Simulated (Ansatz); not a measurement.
# Trial structures of Te5Pd: starts and ends

All numbers below come from DFT PBE, scalar-relativistic, plane waves, PAW (Ansatz 0.2.0). All cells share a 420 eV cutoff and Γ-centred k meshes spaced at most about 0.3 Å⁻¹ (about 0.25 or finer for metals, 2π included). No spin polarisation in the final relaxations.

Each guess was relaxed in cell and atoms at zero pressure, within the symmetry of its start. Temperature and zero-point effects are left out. Coordination counts Te atoms around Pd (those within 1.25 times the shortest such distance or 1.15 times the sum of covalent radii, 1.27 where that leaves under three; the shortest distance is added where it exceeds 1.18 times the sum of covalent radii).

```tsv
guess	made from	start group	V start (Å³/atom)	end group	V end (Å³/atom)	coordination at the end	gap on mesh (eV)	E over the lowest end (meV/atom)
1	random cell	P-43m	33.1	P-43m	40.8	Pd 4	0	376
2	Be5Au type	F-43m	31.4	?	?	?	?	?
3	LaCo5 type	P6/mmm	33.7	P6/mmm	31.5	Pd 6 from 3.4 Å	0	514
4	Ti5Si type	R32	35.4	R32	29.6	Pd 6	0	0
```

Guess 2 as it starts:

```xyz
6
Lattice="0.0000 4.5523 4.5523 4.5523 0.0000 4.5523 4.5523 4.5523 0.0000" Properties=species:S:1:pos:R:3 pbc="T T T"
Te    5.6904    5.6904    3.4142
Te    5.6904    3.4142    5.6904
Te    3.4142    5.6904    5.6904
Te    3.4142    3.4142    3.4142
Te    6.8285    6.8285    6.8285
Pd    0.0000    0.0000    0.0000
```

Problem. Fill in the missing row: what does this guess relax into, and where does it rank?

Solution. It ends in space group F-43m (No. 216), with a = 8.855 Å, 28.9 Å³/atom and no gap. It lies 0.56 eV/atom over the lowest end, above guess 3 and so the highest of the set. Counting Te atoms around Pd, this end has Pd 16 from 3.7 Å and the lowest (guess 4) has Pd 6. The lowest (guess 4) holds Te–Te bonds in all directions (shortest 2.99 Å); in this end the shortest Te–Te distance is 3.13 Å, near bonding range too.

```xyz
6
Lattice="0.0000 4.4274 4.4274 4.4274 0.0000 4.4274 4.4274 4.4274 0.0000" Properties=species:S:1:pos:R:3 pbc="T T T"
Te    5.5342    5.5342    5.5342
Te    5.5342    3.3207    3.3207
Te    3.3207    3.3207    5.5342
Te    3.3207    5.5342    3.3207
Te    2.2137    2.2137    2.2137
Pd    0.0000    0.0000    0.0000
```

Energies over the elements count from the elements' standard structures at the same level, with no fitted energy shifts.

Problem. Is the lowest end bound against the elements?

Solution. No: its formation energy is +0.08 eV/atom. It can't be a ground state, since the elements alone are lower.

Weakly bound directions are ill-defined at this level, which has no dispersion term (P6/mmm), and this can change margins and order among such cells. Spin–orbit coupling, which can matter for Te, is left out. The reference form of Te is held partly by dispersion forces, which this level lacks. Cells relaxed within their symmetry can be saddle points. A lower structure may well exist outside this small set. Some structure types and database cells were kept out of the candidates from the start, so a known form may be missing.
